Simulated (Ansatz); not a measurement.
Two-dimensional strain map in Mg

Method: DFT PBEsol, scalar-relativistic, plane waves, PAW in Ansatz 0.2.0. The runs took a 420 eV cutoff, a Γ-centred 18×18×10 mesh and Gaussian smearing (0.15 eV). No spin polarisation. Energies are free energies at this smearing, counted from the undisturbed cell; pressure is positive in compression.

Zero of the scan (as given, not relaxed at this level; it stands at -1.1 GPa):

```
Mg
1.0
     3.20927    0.00000    0.00000
    -1.60464    2.77931    0.00000
     0.00000    0.00000    5.21033
Mg
2
Direct
  0.33333 0.66667 0.25000
  0.66667 0.33333 0.75000
```

The cell is strained by p along both x and y and by q along z, fractional coordinates fixed. Points are written (p, q).

p was sampled at -0.080, -0.040, 0.000, 0.040, 0.080 and q at -0.080, -0.040, 0.000, 0.040, 0.080.

**Question.** Where on the computed points is the energy highest, and how high?

**Answer.** At (0.080, 0.080): 148.3 meV/atom.

**Question.** Away from (0, 0), which computed point is lowest?

**Answer.** (0.000, -0.040): 0.6 meV/atom.

The map, in meV/atom:

```csv
p \ q,-0.080,-0.040,0.000,0.040,0.080
-0.080,142.0,96.3,74.7,70.2,76.7
-0.040,52.9,20.5,9.4,14.3,30.3
0.000,21.9,0.6,0.0,13.2,36.6
0.040,31.6,20.8,28.8,50.2,80.1
0.080,68.9,68.9,84.2,112.2,148.3
```